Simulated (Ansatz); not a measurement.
BN (space group P6_3/mmc)

```xyz
4
Lattice="2.4880 0.0000 0.0000 -1.2440 2.1546 0.0000 0.0000 0.0000 6.5318" Properties=species:S:1:pos:R:3 pbc="T T T"
B      0.0000     0.0000     4.8988
B      0.0000     0.0000     1.6329
N      1.2440     0.7182     1.6329
N      0.0000     1.4364     4.8988
```

Computed with LDA (plane waves to 420 eV, PAW, scalar-relativistic; Ansatz, a quantum-chemistry and plane-wave program). Harmonic phonons by density-functional perturbation theory on a 12×12×4 k mesh, in cm⁻¹; i marks imaginary ones, q is in fractions of the reciprocal vectors of the cell shown, and the three acoustic modes at Γ are left out. The non-analytic (LO-TO) term is not included, so polar modes at Γ have their transverse values. BN was relaxed with its symmetry unable to fall.

Does any mode at Γ, M = (0.5, 0.0, 0.0), A = (0.0, 0.0, 0.5), L = (0.5, 0.0, 0.5) come out imaginary?

No imaginary mode at these points (lowest 29 cm⁻¹ at A = (0.0, 0.0, 0.5)); other wave vectors were not tested.

List the wavenumbers at Γ, M = (0.5, 0.0, 0.0), A = (0.0, 0.0, 0.5), L = (0.5, 0.0, 0.5), with degeneracies.


```json
[
 {"q": "Γ", "wavenumbers (cm⁻¹)": "40 (×2), 108, 767, 809, 1388 (×2), 1391 (×2)"},
 {"q": "M = (0.5, 0.0, 0.0)", "wavenumbers (cm⁻¹)": "309, 332, 547, 550, 605, 632, 1166, 1167, 1287, 1289, 1305, 1326"},
 {"q": "A = (0.0, 0.0, 0.5)", "wavenumbers (cm⁻¹)": "29 (×4), 77 (×2), 814 (×2), 1390 (×4)"},
 {"q": "L = (0.5, 0.0, 0.5)", "wavenumbers (cm⁻¹)": "321 (×2), 548 (×2), 619 (×2), 1167 (×2), 1288 (×2), 1315 (×2)"}
]
```
